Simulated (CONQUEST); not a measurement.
A self-consistent single point of CdS (P1, 8 atoms in the cell; from Materials Project mp-672, changed as shown).

```xyz
8
Lattice="4.1688 0.0000 0.0000 0.0000 7.2206 0.0000 0.0000 0.0000 6.7796" Properties=species:S:1:pos:R:3 pbc="T T T"
Cd     1.9902     1.2294     3.3899
Cd    -0.0015     2.3962    -0.0283
Cd     0.0087     4.8382     3.3770
Cd     2.0732     6.0596     0.0003
S      2.1093     1.1699     5.9522
S     -0.0121     2.3889     2.5942
S      0.0489     4.8017     5.9732
S      2.1210     5.9987     2.5244
```

Computed with LDA (PW92), numerical atomic orbitals double-zeta with polarisation (the shipped basis), PseudoDojo norm-conserving potentials made for LDA in CONQUEST.

CONQUEST settings:

* **basis**: DZP
* **Diag.MPMeshX, Y, Z**: 4 3 3
* **potentials**: PseudoDojo norm-conserving LDA
* **Grid.GridCutoff**: 140 Ha
* **DM.SolutionMethod**: diagon
* **Diag.kT**: 0.001837 Ha
* **Diag.GammaCentred**: true
* **minE.SCTolerance**: 1.0e-07
* **SC.MaxIters**: 100
* **SC.LinearMixingFactor**: 0.3
* **AtomMove.TypeOfRun**: static

### Question
Estimate, at this level of theory: pressure and largest force (vector length).

### Answer
The run gave:

```
Item                               Result
-----------------------------  ----------
Pressure                        -2.84 GPa
Largest force (vector length)  0.615 eV/Å
```

For comparison: a first run was changed to give this one (atoms moved at random), and from it to this one the free energy rises by 9.9 meV/atom, the pressure goes from -3.02 to -2.84 GPa and the largest force goes from under 0.1 to 0.62 eV/Å.

The program uses no crystal symmetry, so grid and mesh can part values that symmetry would make equal. The atom-centred basis is finite, which shifts total energies, pressures and forces against plane waves. The structure comes from a collection of computed structures, made at another level of theory; the collection holds predicted forms beside known ones.

Cost on one core: about 80 core-seconds (a rough figure).
